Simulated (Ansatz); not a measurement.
Consider the following.

CoP:
```cif
data_CoP
_chemical_formula_sum 'Co1 P1'
_space_group_name_H-M_alt 'P 1'
_space_group_IT_number 1
_cell_length_a 2.76728
_cell_length_b 2.76728
_cell_length_c 2.76728
_cell_angle_alpha 90.000
_cell_angle_beta 90.000
_cell_angle_gamma 90.000
loop_
_space_group_symop_operation_xyz
  'x, y, z'
loop_
_atom_site_label
_atom_site_type_symbol
_atom_site_fract_x
_atom_site_fract_y
_atom_site_fract_z
_atom_site_occupancy
Co1 Co 0.00000 0.00000 0.00000 1
P1 P 0.50000 0.50000 0.50000 1
```

This is the PBEsol-relaxed structure.

Problem. All from PBEsol (plane waves, PAW; program Ansatz), unless another level is named. Give the Poisson's ratio.

Solution. 0.41.

Problem. And the highest zone-centre frequency?

Solution. 128 cm⁻¹.

Space group Pm-3m (CsCl type). The cell is a constructed one: a structure type filled with these elements; neither database checked (COD, Materials Project) lists it. COD files the formula under space group No. 62. Whether it is the stable phase at ambient conditions was not checked. The PBEsol relaxation kept the symmetry of its start; whether a distortion lowers the energy is not shown. The workflow began spin-polarised and lost its moments. As this level gives no gap, phonon frequencies hold no LO–TO term and depend on the k-mesh and smearing (Fermi–Dirac, 0.1 eV here).

Potentials: the earlier of the program's two PAW sets. The files were generated under PBE; for other functionals the program regenerates the frozen cores, and for LDA and PBEsol the local potential too.
